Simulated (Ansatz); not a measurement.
SnO:
Space group R3m, hexagonal axes (No. 160); a = 3.3051 Å, b = 3.3051 Å, c = 11.1351 Å, α = 90.00°, β = 90.00°, γ = 120.00°

```
atom  site  symmetry       x       y       z
----  ----  --------  ------  ------  ------
Sn      3a        3m  0.0000  0.0000  0.7861
O       3a        3m  0.0000  0.0000  0.2139
```
(The calculation used a cell of 2 atoms; values per cell refer to that cell.)

Relaxed with LDA.

Decompose the optical modes at the zone centre into irreducible representations, and say which are infrared and Raman allowed.

Point group 3m: Γ_opt = A1 + E. Infrared: A1, E. Raman: A1, E.

Assign frequencies (DFPT, plane-wave PAW LDA (Ansatz code)).

E 282, A1 377 cm⁻¹.

A made-up cell: these elements were put on the sites of a structure type; neither database checked (COD, Materials Project) lists it. It is not the phase usual at ambient conditions (space group No. 129). Symmetry was held in the LDA relaxation; of distortions, only those at the zone centre were tested. As this level gives no gap, phonon frequencies hold no LO–TO term and depend on the k-mesh and smearing (Fermi–Dirac, 0.1 eV here). Spin–orbit coupling is left out wherever it is not named.

Potentials: the later of the program's two PAW sets.
